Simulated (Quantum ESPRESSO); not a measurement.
# Si7N: input and log of a self-consistent run

Computed values, not a measurement. The program is pw.x of Quantum ESPRESSO 7.5 (plane-wave density functional theory). The cell is made up: 8 atoms on a zincblende/diamond lattice, with randomly drawn elements, strain and displacements, not relaxed. PseudoDojo standard norm-conserving files (v0.5 for PBE, v0.4.1 for LDA and PBEsol) set the functional; there is no spin polarisation, spin-orbit coupling or dispersion term, and the masses in the input are unused placeholders. A spin-polarised start on this cell or one of its family kept no moment.

Input:

```
&control calculation='scf', pseudo_dir='./dojo.nc.sr.pbe.v0_5.standard.upf', outdir='./o', disk_io='medium', tprnfor=.true., tstress=.true. /
&system ibrav=0, nat=8, ntyp=2, nbnd=27, ecutwfc=84.00895049, nosym=.true., tot_charge=0,
 occupations='smearing', smearing='fd', degauss=0.0073498644
/
&electrons conv_thr=7.350e-09, electron_maxstep=60, /
ATOMIC_SPECIES
N 1.0 N.upf
Si 1.0 Si.upf
CELL_PARAMETERS angstrom
5.3689 0.0507 0.0773
0.0507 5.5443 -0.0949
0.0773 -0.0949 5.5201
ATOMIC_POSITIONS angstrom
Si -0.0471 0.0314 -0.0502
Si 0.0076 2.8291 2.7212
N 2.682 0.0216 2.7613
Si 2.7565 2.7552 -0.0308
Si 1.4762 1.3144 1.39
Si 1.4049 4.1946 4.1084
Si 4.0036 1.4491 4.1711
Si 4.1383 4.1811 1.4115
K_POINTS automatic
6 6 6 1 1 1
```

The log is shortened where brackets say so; the opening notice, blank lines, dates and the lines on written files are dropped, and the path of the files is cut. It prints rydbergs, bohrs and kilobars, and counts compression as positive stress.

```
     Program PWSCF v.7.5
     Parallel version (MPI & OpenMP), running on       1 processor cores
     Number of MPI processes:                 1
     Threads/MPI process:                     1
     [start-up lines left out]
     bravais-lattice index     =            0
     lattice parameter (alat)  =      10.1473  a.u.
     unit-cell volume          =    1108.2065 (a.u.)^3
     number of atoms/cell      =            8
     number of atomic types    =            2
     number of electrons       =        33.00
     number of Kohn-Sham states=           27
     kinetic-energy cutoff     =      84.0090  Ry
     charge density cutoff     =     336.0358  Ry
     scf convergence threshold =      7.3E-09
     mixing beta               =       0.7000
     number of iterations used =            8  plain     mixing
     Exchange-correlation= PBE
                           (   1   4   3   4   0   0   0)
     [axes and pseudopotential details left out]
   Cartesian axes
     site n.     atom                  positions (alat units)
         1        Si     tau(   1) = (  -0.0087714   0.0058476  -0.0093488  )
         2        Si     tau(   2) = (   0.0014154   0.5268641   0.5067699  )
         3        N      tau(   3) = (   0.4994696   0.0040226   0.5142377  )
         4        Si     tau(   4) = (   0.5133438   0.5131017  -0.0057359  )
         5        Si     tau(   5) = (   0.2749132   0.2447811   0.2588601  )
         6        Si     tau(   6) = (   0.2616349   0.7811616   0.7651085  )
         7        Si     tau(   7) = (   0.7455916   0.2698663   0.7767852  )
         8        Si     tau(   8) = (   0.7706768   0.7786475   0.2628641  )
     number of k points=   108  Fermi-Dirac smearing, width (Ry)=  0.0073
     Number of k-points >= 100: set verbosity='high' to print them.
     Dense  grid:   115297 G-vectors     FFT dimensions: (  60,  64,  64)
     Estimated max dynamical RAM per process >     130.61 MB
     Initial potential from superposition of free atoms
     starting charge      32.9957, renormalised to      33.0000
     Starting wfcs are   32 randomized atomic wfcs
     total cpu time spent up to now is       19.6 secs
     per-process dynamical memory:   104.0 Mb
     Self-consistent Calculation
     iteration #  1     ecut=    84.01 Ry     beta= 0.70
     Davidson diagonalization with overlap
     ethr =  1.00E-02,  avg # of iterations =  3.7
     total cpu time spent up to now is       88.7 secs
     total energy              =     -79.50006511 Ry
     estimated scf accuracy    <       0.53970060 Ry
     iteration #  2     ecut=    84.01 Ry     beta= 0.70
     Davidson diagonalization with overlap
     ethr =  1.64E-03,  avg # of iterations =  4.5
     total cpu time spent up to now is      143.8 secs
     total energy              =     -79.29214072 Ry
     estimated scf accuracy    <       3.01435513 Ry
     iteration #  3     ecut=    84.01 Ry     beta= 0.70
     Davidson diagonalization with overlap
     ethr =  1.64E-03,  avg # of iterations =  3.0
     total cpu time spent up to now is      194.0 secs
     total energy              =     -79.73572516 Ry
     estimated scf accuracy    <       0.04436112 Ry
     iteration #  4     ecut=    84.01 Ry     beta= 0.70
     Davidson diagonalization with overlap
     ethr =  1.34E-04,  avg # of iterations =  5.9
     total cpu time spent up to now is      253.2 secs
     total energy              =     -79.74494892 Ry
     estimated scf accuracy    <       0.00752183 Ry
     iteration #  5     ecut=    84.01 Ry     beta= 0.70
     Davidson diagonalization with overlap
     ethr =  2.28E-05,  avg # of iterations =  6.4
     total cpu time spent up to now is      306.0 secs
     total energy              =     -79.74589804 Ry
     estimated scf accuracy    <       0.00140319 Ry
     iteration #  6     ecut=    84.01 Ry     beta= 0.70
     Davidson diagonalization with overlap
     c_bands:  1 eigenvalues not converged
     ethr =  4.25E-06,  avg # of iterations =  5.5
     total cpu time spent up to now is      356.7 secs
     total energy              =     -79.74614785 Ry
     estimated scf accuracy    <       0.00014368 Ry
     iteration #  7     ecut=    84.01 Ry     beta= 0.70
     Davidson diagonalization with overlap
     ethr =  4.35E-07,  avg # of iterations =  2.1
     total cpu time spent up to now is      402.0 secs
     total energy              =     -79.74617558 Ry
     estimated scf accuracy    <       0.00000323 Ry
     iteration #  8     ecut=    84.01 Ry     beta= 0.70
     Davidson diagonalization with overlap
     ethr =  9.78E-09,  avg # of iterations =  4.0
     total cpu time spent up to now is      454.8 secs
     total energy              =     -79.74617701 Ry
     estimated scf accuracy    <       0.00000215 Ry
     iteration #  9     ecut=    84.01 Ry     beta= 0.70
     Davidson diagonalization with overlap
     ethr =  6.50E-09,  avg # of iterations =  1.1
     total cpu time spent up to now is      497.6 secs
     total energy              =     -79.74617714 Ry
     estimated scf accuracy    <       0.00000040 Ry
     iteration # 10     ecut=    84.01 Ry     beta= 0.70
     Davidson diagonalization with overlap
     ethr =  1.21E-09,  avg # of iterations =  2.0
     total cpu time spent up to now is      548.9 secs
     total energy              =     -79.74617720 Ry
     estimated scf accuracy    <       0.00000002 Ry
     iteration # 11     ecut=    84.01 Ry     beta= 0.70
     Davidson diagonalization with overlap
     ethr =  5.91E-11,  avg # of iterations =  3.4
     total cpu time spent up to now is      613.0 secs
     End of self-consistent calculation
     Number of k-points >= 100: set verbosity='high' to print the bands.
     the Fermi energy is     5.5016 ev
!    total energy              =     -79.74617721 Ry
     estimated scf accuracy    <          5.9E-09 Ry
     smearing contrib. (-TS)   =      -0.00307483 Ry
     internal energy E=F+TS    =     -79.74310238 Ry
     The total energy is F=E-TS. E is the sum of the following terms:
     one-electron contribution =       7.58281769 Ry
     hartree contribution      =      10.50152857 Ry
     xc contribution           =     -27.02655992 Ry
     ewald contribution        =     -70.80088872 Ry
     convergence has been achieved in  11 iterations
     Forces acting on atoms (cartesian axes, Ry/au):
     atom    1 type  2   force =    -0.01576277    0.04044688    0.04018593
     atom    2 type  2   force =     0.04609484   -0.04541233    0.01612025
     atom    3 type  1   force =     0.00215911    0.00412537   -0.00562384
     atom    4 type  2   force =    -0.07076129    0.08431884    0.06731547
     atom    5 type  2   force =    -0.00014774   -0.02111235    0.04256675
     atom    6 type  2   force =     0.06341601   -0.02143404   -0.05283722
     atom    7 type  2   force =     0.04669101   -0.09422138   -0.09379276
     atom    8 type  2   force =    -0.07168917    0.05328901   -0.01393458
     Total force =     0.249412     Total SCF correction =     0.000040
     Computing stress (Cartesian axis) and pressure
          total   stress  (Ry/bohr**3)                   (kbar)     P=      -73.63
  -0.00042125  -0.00017462  -0.00026369          -61.97      -25.69      -38.79
  -0.00017462  -0.00057411   0.00025554          -25.69      -84.46       37.59
  -0.00026369   0.00025554  -0.00050628          -38.79       37.59      -74.48
     init_run     :     18.88s CPU     19.54s WALL (       1 calls)
     electrons    :    559.19s CPU    593.45s WALL (       1 calls)
     forces       :      9.99s CPU     10.73s WALL (       1 calls)
     stress       :     39.66s CPU     41.26s WALL (       1 calls)
     [timing details left out]
     PWSCF        :  10m28.00s CPU  11m 6.05s WALL
     JOB DONE.
```

In other units: free energy -1085.002 eV for the cell, pressure -7.36 GPa, largest force component 2.423 eV/Å. A rerun of a related cell, with the same atoms placed differently, at 1437 eV and a 8 x 8 x 8 mesh moved values by no more than 0.014 eV in energy, 0.03 GPa in stress and 0.006 eV/Å in force.